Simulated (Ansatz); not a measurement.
An elastic tensor (GPa, Voigt order, standard axes) from plane-wave PAW PBEsol (Ansatz code):

```
 135  60.2  60.2   0.0   0.0   0.0
60.2   135  60.2   0.0   0.0   0.0
60.2  60.2   135   0.0   0.0   0.0
 0.0   0.0   0.0  67.4   0.0   0.0
 0.0   0.0   0.0   0.0  67.4   0.0
 0.0   0.0   0.0   0.0   0.0  67.4
```

Problem. Which compound is it?
A. GaNi3C, anti-perovskite
B. CoP, CsCl type
C. GaP, zinc blende
D. MoP, CsCl type

Solution. C, GaP, zinc blende

Space group F-43m (zinc blende). Symmetry was held in the PBEsol relaxation. Spin–orbit coupling is left out wherever it is not named.

Potentials: the earlier of the program's two PAW sets. The files were generated under PBE; for other functionals the program regenerates the frozen cores, and for LDA and PBEsol the local potential too.
